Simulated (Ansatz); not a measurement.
# TiSb2 under pressure

All numbers below come from Ansatz 0.2.0, DFT PBEsol, scalar-relativistic, plane waves, PAW. (420 eV cutoff, 8×8×8 k-mesh, Gaussian smearing of 0.10 eV, no spin polarisation)

The relaxed crystal:

```
Ti Sb
1.0
    -3.31752    3.31752    2.85703
     3.31752   -3.31752    2.85703
     3.31752    3.31752   -2.85703
Ti Sb
2 4
Direct
  0.25000 0.25000 0.00000
  0.75000 0.75000 0.00000
  0.65300 0.15300 0.80601
  0.15300 0.34700 0.50000
  0.34700 0.84700 0.19399
  0.84700 0.65300 0.50000
```

Cell and atoms are relaxed at each pressure within the symmetry of the start, at zero temperature, so transitions that lower the symmetry aren't seen. The k-mesh given is that at zero pressure and may differ at others. a, b and c are the lengths of the cell vectors above.

```tsv
P (GPa)	V (Å³/atom)	V/V0	a (Å)	b (Å)	c (Å)
-1	21.18	1.010	5.512	5.512	5.512
0	20.96	1.000	5.493	5.493	5.493
1	20.76	0.990	5.476	5.476	5.476
4	20.19	0.963	5.427	5.427	5.427
12	19.02	0.907	5.322	5.322	5.322
25	17.66	0.842	5.194	5.194	5.194
50	15.94	0.760	5.023	5.023	5.023
90	14.26	0.680	4.843	4.843	4.843
```

Task: What bulk modulus and pressure derivative fit these points?

Result: A third-order Birch–Murnaghan fit gives B0 = 100 GPa and B0' = 4.4.